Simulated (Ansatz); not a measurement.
# BaHfO3: how the free axis answers a strain

BaHfO3, Pm-3m, a = 4.177 Å. The structure is a Materials Project entry; whether it is the stable form wasn't checked. Ansatz: r2SCAN, PAW, 500 eV, Γ-centred 6×6×6 mesh on 5 atoms, Gaussian smearing 0.02 eV; no spin polarisation. Series: biaxial strain in the a-b plane, c and atoms relaxed; x is the strain in per cent. y is the change of c in per cent of 4.177 Å.

```tsv
x (%)	y (%)
-6.0	3.65
-4.0	2.29
-2.0	1.07
0.0	0.00
2.0	-0.95
4.0	?
6.0	-2.53
```

Fit y = c1 x + c2 x² to the other rows, say what c1 measures, and predict the missing y.

Least squares on the rows shown. y = −0.5134 x + 0.01548 x². With no stress along c, c1 = −2C12/C11 = -0.513. At x = 4.0 the fit asked for gives -1.81 %. The run gave -1.80 %, so the fit is 0.01 % too low, within the rms miss on the fitted rows (0.01 %).

Spin–orbit coupling is left out, which can shift energies with elements as heavy as these.

Symmetry holds off the tilts and polar distortions that many cubic perovskites undergo.